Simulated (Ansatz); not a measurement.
Method: DFT PBE, scalar-relativistic, plane waves, PAW (Ansatz). All cells share a 420 eV cutoff and Γ-centred k meshes spaced at most about 0.3 Å⁻¹ (about 0.25 or finer for metals, 2π included). No spin polarisation in the final relaxations.

These are static total energies at zero pressure.

Compare these two cells of ScIn3SbP, each relaxed at this level.

A.

```
CELL_PARAMETERS angstrom
5.71974 0.00000 0.00000
-2.85987 4.95344 0.00000
0.00000 0.00000 5.50785
ATOMIC_POSITIONS crystal
Sc 0.00000 0.00000 0.00000
In 0.49804 0.99607 0.50000
In 0.00393 0.50196 0.50000
In 0.49804 0.50196 0.50000
Sb 0.66667 0.33333 0.00000
P 0.33333 0.66667 0.00000
```

B.

```
CELL_PARAMETERS angstrom
3.99054 0.00000 0.00000
0.00000 3.99054 0.00000
0.00000 0.00000 11.63943
ATOMIC_POSITIONS crystal
Sc 0.00000 0.00000 0.50000
In 0.00000 0.00000 0.74884
In 0.00000 0.00000 0.25116
In 0.50000 0.50000 0.50000
Sb 0.00000 0.00000 0.00000
P 0.50000 0.50000 0.00000
```

Question: Which would you expect to be lower, and how large is the difference?

Answer: A is lower, by 82 meV/atom. A has space group P-6m2 (No. 187), 26.0 Å³/atom and no gap on its mesh; B has space group P4/mmm (No. 123), 30.9 Å³/atom and no gap. The shortest distance is 2.83 Å (In–In) in A and 2.82 Å (Sb–P and Sc–In) in B. The denser one is the lower, and pressure would at first widen the difference. Even the lower one lies +0.21 eV/atom against the reference forms of the elements (uncorrected), so neither is stable at this level. In A, Sc is surrounded by 3 P at 3.30 Å and 3 Sb at 3.30 Å; around In lie 4 In at 2.83–2.89 Å, 2 P at 3.20 Å and 2 Sb at 3.22 Å; Sb is surrounded by 6 In at 3.22 Å, 3 Sc at 3.30 Å and 3 P at 3.30 Å; around P lie 6 In at 3.20 Å, 3 Sc at 3.30 Å and 3 Sb at 3.30 Å. In B, around Sc lie 6 In at 2.82–2.90 Å; around In on a site of symmetry 4mm lie 1 Sc at 2.90 Å and 1 Sb at 2.92 Å; Sb has 4 P at 2.82 Å and 2 In at 2.92 Å; around P lie 4 Sb at 2.82 Å; 1 more site not described. Both come from invented guesses. A third cell relaxed alike, in P4/mmm, lies 181 meV/atom below the lower of the two.

Spin–orbit coupling, which can matter for Sb, is left out. Cells relaxed within their symmetry can be saddle points.
